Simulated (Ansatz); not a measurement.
YbSi2:
```yaml
crystal:
  lattice:
    - [-1.95363, 1.95363, 6.83173]
    - [1.95363, -1.95363, 6.83173]
    - [1.95363, 1.95363, -6.83173]
  atoms:
    - { symbol: Yb, position: [0.25000, 0.75000, 0.50000] }
    - { symbol: Yb, position: [0.50000, 0.50000, 0.00000] }
    - { symbol: Si, position: [0.08254, 0.08254, 0.00000] }
    - { symbol: Si, position: [0.83254, 0.33254, 0.50000] }
    - { symbol: Si, position: [0.66746, 0.16746, 0.50000] }
    - { symbol: Si, position: [0.91746, 0.91746, 0.00000] }
```

Relaxed with LDA. Special points in fractions of this cell's reciprocal vectors: Γ (0.000, 0.000, 0.000); X (0.000, 0.000, 0.500); P (0.250, 0.250, 0.250); N (0.000, 0.500, 0.000); M (0.500, 0.500, -0.500); S (0.270, 0.730, -0.270); S0 (-0.270, 0.270, 0.270); R (-0.041, 0.041, 0.500); G (0.500, 0.500, -0.041).

Question: List the band energies nearest the Fermi level at these points for plane-wave PAW LDA (Ansatz code).

Answer: In eV from the Fermi level; about four levels below and three above (degenerate sets whole), none deeper than 8.9 eV; points with the same levels are listed once.

```
k                          below                above
-  -----------------------------  -------------------
Γ  -0.64 -0.64 -0.56 -0.56 -0.55       0.05 0.56 1.43
X        -0.69 -0.69 -0.68 -0.68  1.02 1.02 2.35 2.35
P        -0.69 -0.69 -0.68 -0.68  0.77 0.77 3.25 3.25
N        -0.69 -0.68 -0.53 -0.48       0.08 0.22 1.53
M        -0.67 -0.67 -0.55 -0.55  1.41 1.41 2.09 2.09
S        -0.69 -0.65 -0.64 -0.23       0.04 0.64 1.77
R        -0.69 -0.69 -0.68 -0.68  0.96 0.96 2.44 2.44
```

Space group I4_1/amd. The workflow started from a Materials Project entry (that database holds measured and hypothetical structures alike); the Crystallography Open Database copy checked does not list it. COD files the formula under space group No. 191. Its standing as an ambient phase is unchecked. The LDA relaxation kept the symmetry of its start; whether a distortion lowers the energy is not shown. The run is not spin-polarised. The 4f shell is in the valence. No Hubbard U is applied. Scalar-relativistic: spin–orbit coupling is off unless named, which matters more the heavier the elements.

Potentials: the later of the program's two PAW sets.
